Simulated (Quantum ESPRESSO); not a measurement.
Zr2PtSn4Ru, different elements on one site, starting from this cell

A calculation, not a measurement. The program is pw.x of Quantum ESPRESSO 7.5 (plane-wave density functional theory). The cell is made up: eight metal atoms on a face-centred cubic lattice, with elements, volume, strain and displacements drawn at random and not relaxed, so it may be unstable or far from any real phase. PseudoDojo standard norm-conserving files set the functional (PBE unless stated); there is no spin polarisation or spin-orbit coupling, the Fermi-Dirac width of 0.25 eV means electrons at about 2900 K, and the masses in the input are unused placeholders. The tin pseudopotential is less sure than most, with forces differing by about three percent from a second method on plain tin. Heavy elements are run without spin-orbit coupling, which real alloys of them have. A spin test at this wide smearing found no moment, but such smearing suppresses magnetism that the real alloy may have.

The runs put different elements on site 3. Cell, positions, cutoff, mesh and smearing stay as in the input of run 1; sites are counted in its order. Stress in the tables is positive in tension.

Input of run 1:

```
&control calculation='scf', pseudo_dir='./dojo.nc.sr.pbe.v0_5.standard.upf', outdir='./o', disk_io='minimal', tprnfor=.true., tstress=.true. /
&system ibrav=0, nat=8, ntyp=4, nbnd=70, ecutwfc=84.00895049, nosym=.true., tot_charge=0,
 occupations='smearing', smearing='fd', degauss=0.0183746611
/
&electrons conv_thr=1.470e-08, electron_maxstep=70, mixing_beta=0.5 /
ATOMIC_SPECIES
Pt 1.0 Pt.upf
Ru 1.0 Ru.upf
Sn 1.0 Sn.upf
Zr 1.0 Zr.upf
CELL_PARAMETERS angstrom
2.2542 4.3225 2.2082
2.1727 -4.2814 2.2075
4.4063 0.0404 -4.3951
ATOMIC_POSITIONS angstrom
Zr -0.0062 -0.0251 -0.0449
Zr 2.1943 0.0294 -2.149
Pt 2.1896 -2.1375 -0.0342
Sn 4.3635 -2.087 -2.2067
Sn 2.2497 2.1789 0.0236
Sn 4.4359 2.1586 -2.2143
Sn 2.194 0.016 2.1736
Ru 4.3789 0.122 0.0419
K_POINTS automatic
5 5 4 1 1 1
```

```
run  elements on sites 1 to 8  -TS (eV)  pressure (GPa)  stress xx (GPa)  stress yy (GPa)  stress zz (GPa)  stress yz (GPa)  stress xz (GPa)  stress xy (GPa)  iterations
  1   Zr Zr Pt Sn Sn Sn Sn Ru    -1.327           -0.46             0.99            -0.48             0.88             0.48             1.03             1.28          13
  2   Zr Zr Hf Sn Sn Sn Sn Ru    -1.295            3.98            -4.09            -4.13            -3.70             1.47             1.41             2.00          14
  3   Zr Zr Ti Sn Sn Sn Sn Ru    -1.453            0.92            -0.87            -1.44            -0.45             1.17             1.50             1.67          15
  4   Zr Zr Nb Sn Sn Sn Sn Ru    -1.306            1.02            -1.13            -1.14            -0.78             0.60             1.83             1.14          14
```

Forces Fx Fy Fz (eV/Å):

```
site             run 1             run 2             run 3             run 4
   1   -0.18 0.27 0.12   -0.51 0.27 0.47   -0.31 0.26 0.30   -0.32 0.25 0.31
   2  -0.10 0.02 -0.18   0.23 0.03 -0.49   0.08 0.00 -0.34   0.08 0.03 -0.33
   3    0.12 0.10 0.06  0.43 -0.12 -0.14  0.20 -0.09 -0.12   0.18 -0.07 0.02
   4  -0.50 -0.24 0.82  -0.34 -0.22 0.64  -0.39 -0.23 0.70  -0.37 -0.21 0.69
   5  0.61 -0.06 -0.88  0.46 -0.10 -1.02  0.53 -0.10 -0.96  0.51 -0.09 -1.00
   6   -0.78 0.24 0.72   -0.78 0.21 0.68   -0.77 0.22 0.68   -0.79 0.21 0.69
   7  0.83 -0.18 -0.63  0.55 -0.09 -0.33  0.71 -0.12 -0.51  0.71 -0.13 -0.52
   8  0.00 -0.15 -0.03   -0.04 0.02 0.19   -0.04 0.05 0.24   -0.01 0.01 0.14
```

Energies are left out, as each element's file has its own zero. A rerun of one cell of this series at a higher cutoff and on a denser mesh moved values by no more than 0.003 eV in energy, 0.03 GPa in stress and 0.010 eV/Å in force, and a second program with other atomic files agreed on that cell to 2 % rms in force and 0.5 GPa in pressure.